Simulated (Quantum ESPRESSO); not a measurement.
Mo3Zn2Hf2In, finding a planted mistake in a log

Computed values, not a measurement. The program is pw.x of Quantum ESPRESSO 7.5 (plane-wave density functional theory). The cell is made up: eight metal atoms on a hexagonal close-packed lattice, with elements, volume, strain and displacements drawn at random and not relaxed, so it may be unstable or far from any real phase. PseudoDojo standard norm-conserving files set the functional (PBE unless stated); there is no spin polarisation or spin-orbit coupling, the Fermi-Dirac width of 0.25 eV means electrons at about 2900 K, and the masses in the input are unused placeholders. Heavy elements are run without spin-orbit coupling, which real alloys of them have. A spin test at this wide smearing found no moment, but such smearing suppresses magnetism that the real alloy may have.

Intended input:

```
&control calculation='scf', pseudo_dir='./dojo.nc.sr.pbe.v0_5.standard.upf', outdir='./o', disk_io='minimal', tprnfor=.true., tstress=.true. /
&system ibrav=0, nat=8, ntyp=4, nbnd=74, ecutwfc=84.00895049, nosym=.true., tot_charge=0,
 occupations='smearing', smearing='fd', degauss=0.0183746611
/
&electrons conv_thr=1.470e-08, electron_maxstep=70, mixing_beta=0.5 /
ATOMIC_SPECIES
Hf 1.0 Hf.upf
In 1.0 In.upf
Mo 1.0 Mo.upf
Zn 1.0 Zn.upf
CELL_PARAMETERS angstrom
3.0188 -0.0358 0.0434
-0.062 5.2074 -0.051
0.1397 -0.0947 9.7417
ATOMIC_POSITIONS angstrom
Mo 0.0123 -0.0457 -0.0291
Zn 0.0628 -0.03 4.9406
Mo 0.0878 1.6895 2.4216
Hf 0.072 1.6316 7.3217
Mo 1.4456 2.5398 -0.0553
Zn 1.5833 2.5429 4.8093
In 1.4066 4.3657 2.4177
Hf 1.59 4.268 7.2006
K_POINTS automatic
8 5 3 1 1 1
```

The log is shortened where brackets say so; the opening notice, blank lines, dates and the lines on written files are dropped, and the path of the files is cut. It prints rydbergs, bohrs and kilobars, and counts compression as positive stress. Its total energy is the free energy E - TS of the whole cell.

Log of the intended run:

```
     Program PWSCF v.7.5
     Parallel version (MPI & OpenMP), running on       4 processor cores
     Number of MPI processes:                 4
     Threads/MPI process:                     1
     [start-up lines left out]
     bravais-lattice index     =            0
     lattice parameter (alat)  =       5.7057  a.u.
     unit-cell volume          =    1032.9893 (a.u.)^3
     number of atoms/cell      =            8
     number of atomic types    =            4
     number of electrons       =       119.00
     number of Kohn-Sham states=           74
     kinetic-energy cutoff     =      84.0090  Ry
     charge density cutoff     =     336.0358  Ry
     scf convergence threshold =      1.5E-08
     mixing beta               =       0.5000
     number of iterations used =            8  plain     mixing
     Exchange-correlation= PBE
                           (   1   4   3   4   0   0   0)
     [axes and pseudopotential details left out]
   Cartesian axes
     site n.     atom                  positions (alat units)
         1        Mo     tau(   1) = (   0.0040738  -0.0151358  -0.0096379  )
         2        Zn     tau(   2) = (   0.0207994  -0.0099360   1.6363264  )
         3        Mo     tau(   3) = (   0.0290794   0.5595623   0.8020338  )
         4        Hf     tau(   4) = (   0.0238464   0.5403858   2.4249466  )
         5        Mo     tau(   5) = (   0.4787826   0.8411816  -0.0183154  )
         6        Zn     tau(   6) = (   0.5243889   0.8422083   1.5928399  )
         7        In     tau(   7) = (   0.4658658   1.4459196   0.8007421  )
         8        Hf     tau(   8) = (   0.5266079   1.4135614   2.3848383  )
     number of k points=    60  Fermi-Dirac smearing, width (Ry)=  0.0184
                       cart. coord. in units 2pi/alat
        k(    1) = (   0.0624752   0.0592280   0.0513362), wk =   0.0333333
        k(    2) = (   0.0654231   0.0572389  -0.1553508), wk =   0.0333333
     [further k points left out]
     Dense  grid:   107547 G-vectors     FFT dimensions: (  36,  60, 108)
     Estimated max dynamical RAM per process >     424.49 MB
     Estimated total dynamical RAM >       1.58 GB
     Initial potential from superposition of free atoms
     starting charge     118.9878, renormalised to     119.0000
     Starting wfcs are   79 randomized atomic wfcs
     total cpu time spent up to now is        6.1 secs
     per-process dynamical memory:   332.6 Mb
     Self-consistent Calculation
     iteration #  1     ecut=    84.01 Ry     beta= 0.50
     Davidson diagonalization with overlap
     ethr =  1.00E-02,  avg # of iterations =  3.3
     total cpu time spent up to now is       21.6 secs
     total energy              =   -1613.80904286 Ry
     estimated scf accuracy    <       3.92071075 Ry
     iteration #  2     ecut=    84.01 Ry     beta= 0.50
     Davidson diagonalization with overlap
     ethr =  3.29E-03,  avg # of iterations =  5.4
     total cpu time spent up to now is       40.2 secs
     total energy              =   -1611.22465035 Ry
     estimated scf accuracy    <     106.62114453 Ry
     [iterations 3 to 15 left out]
     iteration # 16     ecut=    84.01 Ry     beta= 0.50
     Davidson diagonalization with overlap
     ethr =  5.35E-10,  avg # of iterations =  1.0
     total cpu time spent up to now is      229.4 secs
     total energy              =   -1616.25842530 Ry
     estimated scf accuracy    <       0.00000001 Ry
     iteration # 17     ecut=    84.01 Ry     beta= 0.50
     Davidson diagonalization with overlap
     ethr =  1.24E-11,  avg # of iterations =  4.4
     total cpu time spent up to now is      243.8 secs
     End of self-consistent calculation
     [lines on levels left out]
!    total energy              =   -1616.25842529 Ry
     estimated scf accuracy    <          6.5E-09 Ry
     smearing contrib. (-TS)   =      -0.13074421 Ry
     internal energy E=F+TS    =   -1616.12768109 Ry
     The total energy is F=E-TS. E is the sum of the following terms:
     one-electron contribution =    -827.43379599 Ry
     hartree contribution      =     466.48425002 Ry
     xc contribution           =    -248.46206915 Ry
     ewald contribution        =   -1006.71606597 Ry
     convergence has been achieved in  17 iterations
     Forces acting on atoms (cartesian axes, Ry/au):
     atom    1 type  3   force =     0.00607818    0.00329962    0.02163604
     atom    2 type  4   force =     0.00575962    0.01427063   -0.02237156
     atom    3 type  3   force =    -0.00369594    0.00584899   -0.04549043
     atom    4 type  1   force =    -0.00131966    0.02004048   -0.01052100
     atom    5 type  3   force =    -0.00304108   -0.00110104    0.05119225
     atom    6 type  4   force =    -0.00010605   -0.01407938   -0.00758205
     atom    7 type  2   force =     0.00960227   -0.01786526   -0.00119887
     atom    8 type  1   force =    -0.01327734   -0.01041404    0.01433561
     Total force =     0.087604     Total SCF correction =     0.000480
     Computing stress (Cartesian axis) and pressure
          total   stress  (Ry/bohr**3)                   (kbar)     P=      -56.61
  -0.00036455   0.00002411   0.00000939          -53.63        3.55        1.38
   0.00002411  -0.00036632  -0.00003465            3.55      -53.89       -5.10
   0.00000939  -0.00003465  -0.00042352            1.38       -5.10      -62.30
     init_run     :      5.75s CPU      6.04s WALL (       1 calls)
     electrons    :    231.86s CPU    237.73s WALL (       1 calls)
     forces       :      2.36s CPU      2.38s WALL (       1 calls)
     stress       :      8.10s CPU      8.28s WALL (       1 calls)
     [timing details left out]
     PWSCF        :   4m 8.19s CPU   4m14.57s WALL
     JOB DONE.
```

A second run was made from an input with one planted mistake. Its log:

```
     Program PWSCF v.7.5
     Parallel version (MPI & OpenMP), running on       4 processor cores
     Number of MPI processes:                 4
     Threads/MPI process:                     1
     [start-up lines left out]
     bravais-lattice index     =            0
     lattice parameter (alat)  =       5.7057  a.u.
     unit-cell volume          =    1032.9893 (a.u.)^3
     number of atoms/cell      =            8
     number of atomic types    =            5
     number of electrons       =       110.00
     number of Kohn-Sham states=           69
     kinetic-energy cutoff     =      84.0090  Ry
     charge density cutoff     =     336.0358  Ry
     scf convergence threshold =      1.5E-08
     mixing beta               =       0.5000
     number of iterations used =            8  plain     mixing
     Exchange-correlation= PBE
                           (   1   4   3   4   0   0   0)
     [axes and pseudopotential details left out]
   Cartesian axes
     site n.     atom                  positions (alat units)
         1        Mo     tau(   1) = (   0.0040738  -0.0151358  -0.0096379  )
         2        Zn     tau(   2) = (   0.0207994  -0.0099360   1.6363264  )
         3        Mo     tau(   3) = (   0.0290794   0.5595623   0.8020338  )
         4        Al     tau(   4) = (   0.0238464   0.5403858   2.4249466  )
         5        Mo     tau(   5) = (   0.4787826   0.8411816  -0.0183154  )
         6        Zn     tau(   6) = (   0.5243889   0.8422083   1.5928399  )
         7        In     tau(   7) = (   0.4658658   1.4459196   0.8007421  )
         8        Hf     tau(   8) = (   0.5266079   1.4135614   2.3848383  )
     number of k points=    60  Fermi-Dirac smearing, width (Ry)=  0.0184
                       cart. coord. in units 2pi/alat
        k(    1) = (   0.0624752   0.0592280   0.0513362), wk =   0.0333333
        k(    2) = (   0.0654231   0.0572389  -0.1553508), wk =   0.0333333
     [further k points left out]
     Dense  grid:   107547 G-vectors     FFT dimensions: (  36,  60, 108)
     Estimated max dynamical RAM per process >     407.78 MB
     Estimated total dynamical RAM >       1.52 GB
     Initial potential from superposition of free atoms
     starting charge     109.9872, renormalised to     110.0000
     Starting wfcs are   73 randomized atomic wfcs
     total cpu time spent up to now is        5.9 secs
     per-process dynamical memory:   315.4 Mb
     Self-consistent Calculation
     iteration #  1     ecut=    84.01 Ry     beta= 0.50
     Davidson diagonalization with overlap
     ethr =  1.00E-02,  avg # of iterations =  4.2
     total cpu time spent up to now is       21.2 secs
     total energy              =   -1507.16755101 Ry
     estimated scf accuracy    <       1.74988175 Ry
     iteration #  2     ecut=    84.01 Ry     beta= 0.50
     Davidson diagonalization with overlap
     ethr =  1.59E-03,  avg # of iterations =  5.9
     total cpu time spent up to now is       38.8 secs
     total energy              =   -1505.15375827 Ry
     estimated scf accuracy    <      53.47749333 Ry
     [iterations 3 to 14 left out]
     iteration # 15     ecut=    84.01 Ry     beta= 0.50
     Davidson diagonalization with overlap
     ethr =  3.17E-10,  avg # of iterations =  2.0
     total cpu time spent up to now is      201.4 secs
     total energy              =   -1508.09329325 Ry
     estimated scf accuracy    <       0.00000016 Ry
     iteration # 16     ecut=    84.01 Ry     beta= 0.50
     Davidson diagonalization with overlap
     ethr =  1.48E-10,  avg # of iterations =  1.0
     total cpu time spent up to now is      211.6 secs
     End of self-consistent calculation
     [lines on levels left out]
!    total energy              =   -1508.09329325 Ry
     estimated scf accuracy    <       0.00000001 Ry
     smearing contrib. (-TS)   =      -0.11259729 Ry
     internal energy E=F+TS    =   -1507.98069596 Ry
     The total energy is F=E-TS. E is the sum of the following terms:
     one-electron contribution =    -917.34080688 Ry
     hartree contribution      =     503.54138169 Ry
     xc contribution           =    -221.88351858 Ry
     ewald contribution        =    -872.29775219 Ry
     convergence has been achieved in  16 iterations
     Forces acting on atoms (cartesian axes, Ry/au):
     atom    1 type  4   force =     0.00082254    0.01741946   -0.00677205
     atom    2 type  5   force =     0.00538494    0.01644653   -0.01219037
     atom    3 type  4   force =    -0.00275835    0.00687318   -0.03754190
     atom    4 type  1   force =     0.00684565    0.00820562    0.01562262
     atom    5 type  4   force =    -0.00555962   -0.00753263    0.01643752
     atom    6 type  5   force =    -0.00133876   -0.00983946   -0.00836776
     atom    7 type  3   force =     0.00872544   -0.01737015   -0.00763986
     atom    8 type  2   force =    -0.01212184   -0.01420256    0.04045180
     Total force =     0.074621     Total SCF correction =     0.000327
     Computing stress (Cartesian axis) and pressure
          total   stress  (Ry/bohr**3)                   (kbar)     P=     -109.63
  -0.00075844   0.00003594   0.00000092         -111.57        5.29        0.14
   0.00003594  -0.00077933  -0.00000871            5.29     -114.64       -1.28
   0.00000092  -0.00000871  -0.00069805            0.14       -1.28     -102.69
     init_run     :      5.48s CPU      5.79s WALL (       1 calls)
     electrons    :    204.41s CPU    205.72s WALL (       1 calls)
     forces       :      2.14s CPU      2.15s WALL (       1 calls)
     stress       :      7.39s CPU      7.58s WALL (       1 calls)
     [timing details left out]
     PWSCF        :   3m39.56s CPU   3m41.40s WALL
     JOB DONE.
```

Question: the log repeats what the program read. Compare it with the intended run: what was wrong in the second input?

Answer: one atom is of a wrong element. The input lines that differ:

```
- &system ibrav=0, nat=8, ntyp=4, nbnd=74, ecutwfc=84.00895049, nosym=.true., tot_charge=0,
+ &system ibrav=0, nat=8, ntyp=5, nbnd=69, ecutwfc=84.00895049, nosym=.true., tot_charge=0,
+ Al 1.0 Al.upf
- Hf 0.072 1.6316 7.3217
+ Al 0.072 1.6316 7.3217
```

|  | intended run | run with the mistake |
| --- | --- | --- |
| free energy (eV) | -21990.316 | -20518.655 |
| entropy term -TS, part of it (eV) | -1.779 | -1.532 |
| pressure (GPa) | -5.66 | -10.96 |
| size of the largest force component (eV/Å) | 1.316 | 1.040 |
| largest change of a force component (eV/Å) |  | 0.894 |
| iterations | 17 | 16 |

For scale, a rerun of the intended cell at a higher cutoff and on a denser mesh moved values by no more than 0.003 eV in energy, 0.02 GPa in stress and 0.004 eV/Å in force, and a second program with other atomic files agreed on that cell to 2 % rms in force and 0.5 GPa in pressure. Files of another functional or element have another zero of energy, so the energy change says nothing on stability. The number of bands, nbnd, was set by rule from the electron count, so it follows the mistake.